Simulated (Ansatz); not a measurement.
# YSc: how the energy converges with the cutoff

YSc, P1, a = 3.513 Å, b = 3.503 Å, c = 5.428 Å, α, β, γ = 90.1°, 90.2°, 120.3°. Ansatz: PBEsol, PAW, cutoff varied, Γ-centred 10×10×6 mesh on 2 atoms, Gaussian smearing 0.10 eV; no spin polarisation. Single points at one geometry with displaced atoms, the cutoff alone changed; ΔE is the energy at zero smearing over the run at 600 eV. The runs up to 350 eV lie under the cutoff recommended for these PAW datasets.

| cutoff (eV) | ΔE (meV/atom) |
| --- | --- |
| 200 | 1533.05 |
| 250 | 202.61 |
| 300 | ? |
| 350 | 0.91 |
| 420 | 0.35 |

**Question.** Assume ΔE falls exponentially with the cutoff, fit y = ln ΔE against x, the cutoff in eV, to the other rows, and predict the missing value.

**Answer.** y = 7.335, 5.311, -0.094, -1.050. Means x = 305.0, y = 2.8755; Σ(Δx)² = 29300, ΣΔxΔy = -1187; the slope is their ratio. y = 15.23 − 0.04052 x, a factor of ten per 57 eV. At 300 eV this gives ΔE = 21.63 meV/atom. The run gave 16.61, a ratio of 1.30. Between neighbouring rows the decay runs from a factor of ten per 40 eV to one per 169 eV, so one exponential is only a rough guide. The fast fall gives way to a slow tail.